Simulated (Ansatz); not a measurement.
# Structure relaxation, Al

The start is a randomly generated symmetric cell of Al (space group No. 59). A full variable-cell relaxation at zero pressure is run with PBEsol (plane waves to 420 eV, PAW, scalar-relativistic; Ansatz, an electronic-structure program). The first steps use a coarse 13×11×6 k-mesh.

Initial structure:
```yaml
crystal:
  lattice:
    - [2.44008, 0.00000, 0.00000]
    - [0.00000, 2.89188, 0.00000]
    - [0.00000, 0.00000, 5.65690]
  atoms:
    - { symbol: Al, position: [0.00000, 0.50000, 0.62192] }
    - { symbol: Al, position: [0.50000, 0.00000, 0.37808] }
```

**Question.** How large is the pressure on the unrelaxed cell, and of which sign?

**Answer.** +27.9 GPa (positive: the cell is compressed).

**Question.** What is the largest force in the starting geometry, and on which atom (counted from 1)?

**Answer.** 4.59 eV/Å, on Al1, Al2 (atoms numbered as listed).

**Question.** What symmetry does the relaxed structure have?

**Answer.** The space group goes from Pmmn (No. 59) to Fm-3m (No. 225); the end is fcc (Cu type), with 1 atom in the primitive cell.

**Question.** By how much does the energy per atom fall from start to end?

**Answer.** 1.30 to 1.31 eV/atom (the two k-meshes of the run give this range).

**Question.** How do the shortest distances between atoms change?

**Answer.** The closest pairs of elements (up to four, under 3.6 Å), start → end: Al–Al 2.34 → 2.84 Å.

**Question.** Is the relaxed structure metallic? Give its gap.

**Answer.** No gap (metallic).

**Question.** Give the final cell and atomic positions.

**Answer.** 
```cif
data_Al4
_chemical_formula_sum 'Al4'
_space_group_name_H-M_alt 'Fm-3m'
_space_group_IT_number 225
_space_group_name_Hall '-F 4 2 3'
_cell_length_a 4.01453
_cell_length_b 4.01453
_cell_length_c 4.01453
_cell_angle_alpha 90.000
_cell_angle_beta 90.000
_cell_angle_gamma 90.000
loop_
_atom_site_label
_atom_site_type_symbol
_atom_site_symmetry_multiplicity
_atom_site_Wyckoff_symbol
_atom_site_fract_x
_atom_site_fract_y
_atom_site_fract_z
_atom_site_occupancy
Al1 Al 4 b 0.50000 0.50000 0.50000 1
```
(The calculation used a cell of 1 atom; values per cell refer to that cell.)

Final values are on a 20×20×20 k-mesh of the relaxed cell. No spin polarisation in the result.

The run could not lose the symmetry of its start.
